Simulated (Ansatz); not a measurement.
Here is the system:

Ti2SiB2:
```
Ti2SiB2
1.0
    1.51008    -5.22441     0.00000
    1.51008     5.22441     0.00000
    0.00000     0.00000     3.41016
Si Ti B
1 2 2
Cartesian
  0.00000   0.00000   0.00000
  1.51008   1.41338   1.70508
  1.51008  -1.41338   1.70508
  1.51008   3.05514   0.00000
  1.51008  -3.05514   0.00000
```

This is the r²SCAN-relaxed structure.

Question: All from plane-wave PAW r²SCAN (Ansatz code), unless another level is named. Predict the electronic character.

Answer: metallic (no gap).

Question: Predict the density of states at the Fermi level.

Answer: 0.66 states/eV per atom (mean over ±0.08 eV).

Question: What about the formation energy from the elements (no fitted shifts)?

Answer: -762 meV/atom.

Space group Cmmm. The start of the workflow was typed in or built on a structure type; neither database checked (COD, Materials Project) lists it. Whether it is the stable phase at ambient conditions was not checked. The cell was relaxed with r²SCAN under the symmetry of its start; its stability against distortions is not shown here. No spin polarisation was allowed. The references are the lowest solids computed at this level, not always the standard phases.

Potentials: the earlier of the program's two PAW sets. The files were generated under PBE; for other functionals the program regenerates the frozen cores, and for LDA and PBEsol the local potential too.
